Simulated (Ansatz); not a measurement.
**Ansatz 0.2.0, settings compared: KCr$_{2}$MoF$_{6}$**

input.yaml:

```yaml
crystal:
  lattice:
    - [0.0, 3.912729, 3.912729]
    - [3.912729, 0.0, 3.912729]
    - [3.912729, 3.912729, 0.0]
  atoms:
    - { symbol: Mo, position: [0.0, 0.0, 0.0] }
    - { symbol: K, position: [0.5, 0.5, 0.5] }
    - { symbol: Cr, position: [0.25, 0.25, 0.25] }
    - { symbol: Cr, position: [0.75, 0.75, 0.75] }
    - { symbol: F, position: [0.773, 0.227, 0.227] }
    - { symbol: F, position: [0.227, 0.773, 0.227] }
    - { symbol: F, position: [0.227, 0.773, 0.773] }
    - { symbol: F, position: [0.773, 0.227, 0.773] }
    - { symbol: F, position: [0.227, 0.227, 0.773] }
    - { symbol: F, position: [0.773, 0.773, 0.227] }
  symmetry: { tolerance: 0.0003 }
kpoints:
  mp_grid: { grid: [4, 4, 4], shift: [0, 0, 0] }
magnetization:
  spin_polarized: false
scf:
  occupations: { method: fermi_dirac }
hamiltonian:
  pseudopotentials: { kind: paw }
  xc: pbe
basis:
  ecutwfc: 420
output:
  forces: true
  stress: true
  eigenvalues: true
```

The command:

```bash
ansatz run input.yaml --threads 1 --pin off --max-ram 2560MiB --backend cpu --events-out ev --progress --plain --runs-dir out
```

Origin of the cell: a known structure type with other elements, at an estimated volume, so it need not be a known compound.

The smearing width isn't typed, so it takes its default of 0.1 eV.

Output of this run (shortened):

```
SCF iter   1: F=—  HF=-18083.341545 eV  Δρ=1.13e-2  dr2=3.77e-1
SCF iter   2: F=—  HF=-18083.323810 eV  Δρ=4.49e-3  dr2=7.19e-2
SCF iter   3: F=—  HF=-18083.320202 eV  Δρ=1.31e-3  dr2=3.81e-3
SCF iter   4: F=—  HF=-18083.319825 eV  Δρ=4.87e-4  dr2=4.58e-4
SCF iter   5: F=—  HF=-18083.319823 eV  Δρ=3.12e-4  dr2=2.04e-4
SCF iter   6: F=—  HF=-18083.319807 eV  Δρ=1.67e-4  dr2=7.13e-5
SCF iter   7: F=—  HF=-18083.320069 eV  Δρ=5.61e-5  dr2=4.81e-6
SCF iter   8: F=—  HF=-18083.320069 eV  Δρ=2.95e-5  dr2=1.67e-6
SCF iter   9: F=—  HF=-18083.320069 eV  Δρ=9.08e-6  dr2=1.26e-7
SCF iter  10: F=-18083.320069 eV  HF=-18083.320069 eV  Δρ=1.72e-6  dr2=2.42e-9
SCF 1 converged in 10 iterations: F = -18083.320069 eV  dr2 = 2.42e-9
SCF converged after 10 iterations
Free energy (F): -18083.320069 eV
Harris-Foulkes:  -18083.320069 eV  (|F-HF|=1.27e-9)
Internal energy: -18082.479877 eV  (E = F + TS)
E sigma→0 (E₀):  -18082.899973 eV
Entropy (-TS):   -0.840192 eV (-84.019 meV/atom)
Fermi energy:    11.910076 eV
--- Per-component energies (eV) ---
  E_band       = -819.425826
  E_kinetic    = 2667.373932
  E_local      = -8309.883326  (includes V_loc(G=0)·N_el)
  E_nonlocal   = 779.600374
  E_hartree    = 3240.251097
  E_xc         = -1075.666892
  E_vxc        = -1362.687031  (∫ρ·V_xc dr)
  E_paw        = -7594.066665  (= ΣΔE_a)
  E_vpaw       = -1074.347156  (= ΣTr[D̂ρ^β])
  E_aug_tail   = 0.013584  (compensation charges beyond the density's cutoff)
  E_ewald      = -7790.101981
  E_smearing   = -0.840192  (= −TS)
  Σ components = -18083.320069   (vs F -18083.320069, Δ=0.00e0)
--- Forces (eV/Å), atoms counted from 1 ---
  atom   1  Mo    -0.000000    -0.000000     0.000000
  atom   2  K      0.000000    -0.000000     0.000000
  atom   3  Cr     0.000000    -0.000000    -0.000000
[… 2 lines left out …]
  atom   6  F     -0.000000     4.178384    -0.000000
  atom   7  F     -4.178384    -0.000000     0.000000
  atom   8  F      0.000000    -4.178384    -0.000000
  atom   9  F      0.000000    -0.000000     4.178384
  atom  10  F      0.000000    -0.000000    -4.178384
  max |Σ_I F_I| component: 1.78e-15 eV/Å
--- Stress (GPa, compression-positive) ---
       52.016569       0.000000       0.000000
        0.000000      52.016569       0.000000
       -0.000000      -0.000000      52.016569
  P = ⅓ Tr σ = 52.0166 GPa (520.166 kbar)
```

The same input was run again with these changes:

1. `scf.mixing.preconditioner` default → kerker_dos
2. `basis.ecutwfc` 420 → "22.0 Ry"; `total_charge` default → -1
3. `magnetization` { spin_polarized: false } → { spin_polarized: true } (starts: flip); `basis.ecutwfc` 420 → "33.1 Ry"; `scf.mixing.algorithm` default → msr1; `scf.mixing.beta` default → 0.2; `scf.mixing.ndim` default → 16; typed moments: none
4. `scf.algorithm` default → density_mixing

```
 run        end  SCF iterations  P (GPa)  max force component (eV/Å)  gap on mesh (eV)  moment (μB)  ΔE(σ→0) (meV/atom)
base  converged              10    52.02                       4.178                 –            –                   0
   1  converged              19    52.02                       4.178                 –            –                0.00
   2  converged              10        –                       4.518              none            –                   –
   3  converged              19    60.37                       5.009              none        12.84             -717.72
   4  converged              10    52.02                       4.178                 –            –                0.00
```

Energies are compared only where functional, datasets, charge and starting cell are the same.

Not properties of the system: run 2 (too coarse or loose: `basis.ecutwfc` = "22.0 Ry").

Caveats of the base run: no spin polarisation, so a magnetic state may lie lower; the given cell is far from equilibrium, with atoms too close or a volume far off; the k mesh is coarse if the cell is a metal.

Run 2: charged cell with a uniform background, whose pressure depends on convention; the cutoff lies below the datasets' advice.
Run 3: one start, so the magnetic state may not be the lowest; spin is on but no moment was typed.

The base run took 2.3 s of wall time on 1 CPU thread(s) of a shared host, from the program's own first density.
